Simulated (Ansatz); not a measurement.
LiCl:
```cif
data_Cl2Li2
_chemical_formula_sum 'Li2 Cl2'
_space_group_name_H-M_alt 'P 1'
_space_group_IT_number 1
_cell_length_a 3.79880
_cell_length_b 3.79880
_cell_length_c 6.04132
_cell_angle_alpha 90.000
_cell_angle_beta 90.000
_cell_angle_gamma 120.000
loop_
_space_group_symop_operation_xyz
  'x, y, z'
loop_
_atom_site_label
_atom_site_type_symbol
_atom_site_fract_x
_atom_site_fract_y
_atom_site_fract_z
_atom_site_occupancy
Li1 Li 0.66667 0.33333 0.87878 1
Li2 Li 0.33333 0.66667 0.37878 1
Cl1 Cl 0.66667 0.33333 0.49622 1
Cl2 Cl 0.33333 0.66667 0.99622 1
```

Relaxed with LDA.

Problem. Give the optical modes at the zone centre with their infrared and Raman activity from DFPT, LDA in the plane-wave PAW code Ansatz.

Solution. Transverse frequencies, without the LO–TO term; a row sums one degenerate level.

```tsv
ω (cm⁻¹)	degeneracy	IR ((D/Å)²/amu)	Raman (Å⁴/amu)	activity	symmetry
70	2	0.00	0.098	Raman	E2
191	1	0.00	0	silent	B1
341	1	8.09	2.6	IR+Raman	A1
359	2	0.00	1.2	Raman	E2
363	2	15.45	0.92	IR+Raman	E1
393	1	0.00	0	silent	B1
```

Problem. How high does the top mode go among those that the LO–TO term moves?

Solution. 464 cm⁻¹ for q along x, 464 cm⁻¹ for q along y, 449 cm⁻¹ for q along z.

Space group P6_3mc (wurtzite). The workflow started from a Materials Project entry (that database holds measured and hypothetical structures alike); the Crystallography Open Database copy checked does not list it. It is not the phase usual at ambient conditions (space group No. 225). The LDA relaxation kept the symmetry of its start; phonons on a q-mesh show no instability.

Potentials: the later of the program's two PAW sets.
